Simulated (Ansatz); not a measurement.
NaGeAu:
```
NaGeAu
1.0
   -2.20678     3.62383     3.74078
    2.20678    -3.62383     3.74078
    2.20678     3.62383    -3.74078
Na Ge Au
2 2 2
Direct
  0.59275   0.59275   0.00000
  0.22049   0.72049   0.50000
  0.64576   0.32254   0.32321
  0.99933   0.32254   0.67679
  0.19980   0.99977   0.20003
  0.79973   0.99977   0.79997
```

This is the PBEsol-relaxed structure.

**Question.** All from plane-wave PAW PBEsol (Ansatz code), unless another level is named. Give the electronic character.

**Answer.** metallic (no gap).

**Question.** Predict the formation energy from the elements (no fitted shifts).

**Answer.** -0.30 eV/atom.

**Question.** Predict the density of states at the Fermi level.

**Answer.** 0.27 states/eV per atom (mean over ±0.08 eV).

Space group Imm2. The workflow started from an entry of the Crystallography Open Database (COD). Its standing as an ambient phase is unchecked. Symmetry was held in the PBEsol relaxation; its stability against distortions is not shown here. The references are the lowest solids computed at this level, not always the standard phases. Spin–orbit coupling is left out wherever it is not named.

Potentials: the later of the program's two PAW sets.
